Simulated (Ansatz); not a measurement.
# AlRu: from a starting cell to a relaxed one

The start is a relaxed AlRu cell, doubled along one cell vector, shaken by Gaussian noise of σ = 0.08 Å a coordinate. Cell shape, volume and atoms are optimised at zero target pressure with PBEsol (plane waves to 420 eV, PAW, scalar-relativistic; Ansatz, a first-principles code). The first steps use a coarse 6×11×11 k-mesh.

Input geometry:
```
CELL_PARAMETERS angstrom
      5.95272     0.00000     0.00000
      0.00000     2.97636     0.00000
      0.00000     0.00000     2.97636
ATOMIC_POSITIONS crystal
  Al 0.98301 0.93947 0.04663
  Al 0.48712 0.02347 0.98367
  Ru 0.25842 0.46714 0.50065
  Ru 0.75047 0.51980 0.46784
```

```yaml
initial_pressure: "+5.1 GPa (positive: the cell is compressed)"
largest_initial_force: 3.18 eV/Å, on Al1 (atoms numbered as listed)
relative_to_the_parent: The parent structure is recovered, Pm-3m (No. 221)
Shortest distances (start → end): "The closest pairs of elements (up to four, under 3.6 Å), start → end: Al–Ru 2.25 → 2.58 Å; Ru–Ru 2.93 → 2.98 Å; Al–Al 2.97 → 2.98 Å"
optimiser_moves: 3
```

The end point of the relaxation:

Space group Pm-3m (No. 221); a = b = c = 2.976 Å, α = β = γ = 90.00°

```csv
atom,site,symmetry,x,y,z
Al,1b,m-3m,0.5000,0.5000,0.5000
Ru,1a,m-3m,0.0000,0.0000,0.0000
```

Final values are on a 16×16×16 k-mesh of the relaxed cell. No spin polarisation in the result.
